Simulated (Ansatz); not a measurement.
Elastic constants of MnS at 8 GPa (stress–strain coefficients): input and output

These are results of DFT LDA, scalar-relativistic, plane waves, PAW (Ansatz), not measurements.

Launched with:
```bash
ansatz run input.yaml --threads 1 --pin off --max-ram 3072MiB --backend cpu --events-out ev --progress --plain --runs-dir out
```

Input (bare energies are in eV):
```yaml
crystal:
  lattice:
    - [0.0, 2.398792986, 2.398792986]
    - [2.398792986, 0.0, 2.398792986]
    - [2.398792986, 2.398792986, 0.0]
  atoms:
    - { symbol: Mn, position: [0.0, 0.0, 0.0] }
    - { symbol: S, position: [0.75, 0.75, 0.75] }
basis:
  ecutwfc: 420
kpoints:
  mp_grid: { grid: [16, 16, 16] }
hamiltonian:
  xc: lda
scf:
  occupations: { method: gaussian, width: 0.2 }
output:
  forces: true
  stress: true
  eigenvalues: true
elastic:
  mode: relaxed_ion
  amplitude: 0.005
```

From the output:
```
--- Elastic constants: 2 strain directions × 4 members + reference (group order 24) ---
  dense FFT box of the reference and of every strained cell: 24×24×24
  strains applied: 11, 23; error gains: componentwise 1.00 (the most a stress slope's error grows in a printed constant), spectral 1.73 (1 for all six strains in a standard setting)
  C = ∂σ_k/∂η_j (tension-positive GPa; Voigt order 11 22 33 23 13 12):
       188.933    202.150    202.150     -0.000      0.000      0.000
       202.150    188.933    202.150     -0.000     -0.000      0.000
       202.150    202.150    188.933     -0.000      0.000     -0.000
         0.000      0.000      0.000     20.822     -0.000      0.000
         0.000      0.000      0.000      0.000     20.822     -0.000
        -0.000      0.000     -0.000      0.000     -0.000     20.822
  reference stress σ⁰ (GPa):     -7.990     -7.990     -7.990      0.000     -0.000      0.000
  C* (energy form; C + prestress term) asymmetry max|C*_kj − C*_jk| = 2.842e-14 GPa — a small one proves nothing (zero by symmetry where the batch's group is 432, −43m or m−3m); a large one is finite-difference/SCF noise where every solve ...
  moduli (Voigt/Reuss/Hill, GPa): K = 197.74/197.74/197.74   G = 9.85/-31.53/-10.84   E = -33.13   ν = 0.528
  mechanically stable: NO (min eigenvalue of sym C = -13.22 GPa)
  strain η (Voigt 11):  stress-route row diagonal C_11 = 188.93 GPa, energy-path curvature d²(F+E_count+ΔE)/dδ²/Ω₀ = 188.95 GPa
    cells at ±δ against ±2δ: C11 189.01 and 189.25 GPa, apart by 0.12 % of the column's largest entry
         δ    σ_11 (GPa) F (eV) n_scf n_hpsi n_pw
    -1.000e-2      -9.9115       -4711.5899232       8   96711    545   relax 0 steps, max|allowed force component| 1.10e-16 eV/Å
    -5.000e-3      -8.9423       -4711.5980441       4   79973    548   relax 0 steps, max|allowed force component| 1.10e-16 eV/Å
     5.000e-3      -7.0522       -4711.6118143       4   76449    560   relax 0 steps, max|allowed force component| 1.39e-16 eV/Å
     1.000e-2      -6.1266       -4711.6174892       8   94765    560   relax 0 steps, max|allowed force component| 1.11e-16 eV/Å
  strain η (Voigt 23):  stress-route row diagonal C_44 = 20.82 GPa, energy-path curvature d²(F+E_count+ΔE)/dδ²/Ω₀ = 24.83 GPa
    cells at ±δ against ±2δ: C44 20.78 and 20.64 GPa, apart by 0.67 % of the column's largest entry
         δ    σ_23 (GPa) F (eV) n_scf n_hpsi n_pw
    -1.000e-2      -0.2064       -4711.6051253       6  119285    554   relax 5 steps, max|allowed force component| 3.57e-8 eV/Å
    -5.000e-3      -0.1039       -4711.6052835       6  120442    556   relax 3 steps, max|allowed force component| 1.85e-7 eV/Å
     5.000e-3       0.1039       -4711.6052835       6  120334    556   relax 3 steps, max|allowed force component| 1.81e-7 eV/Å
     1.000e-2       0.2064       -4711.6051253       6  119370    554   relax 3 steps, max|allowed force component| 1.68e-7 eV/Å
```

It took 8.2 min on 1 thread of Arm Neoverse V1, with other jobs on the host, peak memory 0.58 GiB.

In a metal, frequencies and elastic constants depend on the k mesh and the smearing, soft modes and shear constants most. Spin polarisation was left out, and a magnetic state may lie lower. Other phases may be more stable at this pressure.

As the tensor has a negative eigenvalue, the Reuss and Hill moduli of a polycrystal, and E and ν formed from them, have no physical meaning here.

The least eigenvalue is -13.2 GPa; in a metal on this mesh the verdict on stability isn't firm within about 20 GPa or a tenth of the bulk modulus.

This zinc-blende form isn't the usual stable structure of the compound at low pressure.